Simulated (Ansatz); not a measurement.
A geometry of Pt away from equilibrium: step 4 of the relaxation of a generated trial cell of Pt in the AFLOW prototype A_cI16_220_c (as in Li). The numbers are results of PBEsol (plane waves to 420 eV, PAW, scalar-relativistic; Ansatz, a first-principles code), not measurements. Γ-centred k-mesh 8×8×8 on the run's cell (coarser than for final values), Fermi–Dirac smearing 0.05 eV.

```xyz
8
Lattice="-3.1189 3.1189 3.1189 3.1189 -3.1189 3.1189 3.1189 3.1189 -3.1189" Properties=species:S:1:pos:R:3 pbc="T T T"
Pt     1.3616     1.3616     1.3616
Pt    -1.3616     1.7573     1.3616
Pt     1.7573     1.3616    -1.3616
Pt     1.3616    -1.3616     1.7573
Pt     2.9210     2.9210     2.9210
Pt     0.1979     3.3167    -0.1979
Pt     3.3167    -0.1979     0.1979
Pt    -0.1979     0.1979     3.3167
```

**Question.** Predict the force on each atom, in eV/Å.

**Answer.** 
```
atom     Fx     Fy     Fz
----  -----  -----  -----
Pt1    0.13   0.13   0.13
Pt2   -0.13  -0.13   0.13
Pt3   -0.13   0.13  -0.13
Pt4    0.13  -0.13  -0.13
Pt5    0.13   0.13   0.13
Pt6   -0.13  -0.13   0.13
Pt7   -0.13   0.13  -0.13
Pt8    0.13  -0.13  -0.13
```

**Question.** What is the pressure?

**Answer.** +2.9 GPa, compression positive.

No spin polarisation in the result.

The run could not lower the symmetry of its start; a shaken copy of this end point relaxes with PBEsol to I4/mmm (No. 139), 0.10 eV/atom lower.

The end of the path is a generated cell of Pt: the first start was made by placing the elements on the sites of a structure type, and the end was not matched to a known phase here, so it may be hypothetical. Known forms of Pt include space group No. 225.
